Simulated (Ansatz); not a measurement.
Hf (hcp, Mg type)

```xyz
2
Lattice="3.2042 0.0000 0.0000 -1.6021 2.7749 0.0000 0.0000 0.0000 5.0691" Properties=species:S:1:pos:R:3 pbc="T T T"
Hf     0.0000     1.8500     3.8018
Hf     1.6021     0.9250     1.2673
```

The relaxed cell is deformed in two ways at once: its volume V is scaled, and at that volume it is stretched along z (the c axis of the conventional cell) so that c/a changes. Fractional atomic positions are held.

Calculation: PBE (plane waves to 420 eV, PAW, scalar-relativistic; Ansatz, a quantum-chemistry and plane-wave program). k mesh 17×17×9 (Γ-centred), Fermi-Dirac smearing 0.05 eV. Stress and pressure are positive under compression. With partly filled bands, the response to shear is sensitive to the k mesh, so small differences along c/a are uncertain. Hf is run without spin polarisation. Hf was relaxed with its symmetry unable to fall. Spin-orbit coupling is left out, though Hf is heavy. The last digit holds for this mesh only.

Changes of σzz (GPa) from the point V/V₀ = 1.000, (c/a)/(c/a)₀ = 1.000 when one coordinate moves alone (two changes are said to add if the coupling is within 5 % of the smaller one, nearly so within 20 %):

```json
[
 {"point": "V/V₀ = 1.000, (c/a)/(c/a)₀ = 0.880", "change": "10.76"},
 {"point": "V/V₀ = 1.000, (c/a)/(c/a)₀ = 0.920", "change": "7.26"},
 {"point": "V/V₀ = 1.000, (c/a)/(c/a)₀ = 0.960", "change": "3.53"},
 {"point": "V/V₀ = 0.960, (c/a)/(c/a)₀ = 1.000", "change": "4.80"},
 {"point": "V/V₀ = 0.973, (c/a)/(c/a)₀ = 1.000", "change": "3.10"},
 {"point": "V/V₀ = 0.987, (c/a)/(c/a)₀ = 1.000", "change": "1.50"},
 {"point": "V/V₀ = 1.013, (c/a)/(c/a)₀ = 1.000", "change": "-1.42"},
 {"point": "V/V₀ = 1.027, (c/a)/(c/a)₀ = 1.000", "change": "-2.75"},
 {"point": "V/V₀ = 1.040, (c/a)/(c/a)₀ = 1.000", "change": "-4.01"},
 {"point": "V/V₀ = 1.000, (c/a)/(c/a)₀ = 1.040", "change": "-3.25"},
 {"point": "V/V₀ = 1.000, (c/a)/(c/a)₀ = 1.080", "change": "-6.06"},
 {"point": "V/V₀ = 1.000, (c/a)/(c/a)₀ = 1.120", "change": "-8.44"}
]
```

Task: What is the change at V/V₀ = 1.027, (c/a)/(c/a)₀ = 1.080, where both move, and how far is it from the sum?

Result: The sum of the single changes is -2.75 + (-6.06) = -8.81; the calculation gives -8.52, so the coupling contributes 0.29 (under 20 % of the smaller single change, nearly additive).

Task: Do the two effects add at V/V₀ = 1.040, (c/a)/(c/a)₀ = 0.920? Give the computed change.

Result: The sum of the single changes is -4.01 + (7.26) = 3.25; the calculation gives 2.63, so the coupling contributes -0.62 (under 20 % of the smaller single change, nearly additive).

Task: What is the change at V/V₀ = 0.987, (c/a)/(c/a)₀ = 1.080, where both move, and how far is it from the sum?

Result: The sum of the single changes is 1.50 + (-6.06) = -4.56; the calculation gives -4.71, so the coupling contributes -0.15 (under 20 % of the smaller single change, nearly additive).

(Under strain, the slope of the energy per volume gives the stress and its curvature an elastic modulus.)
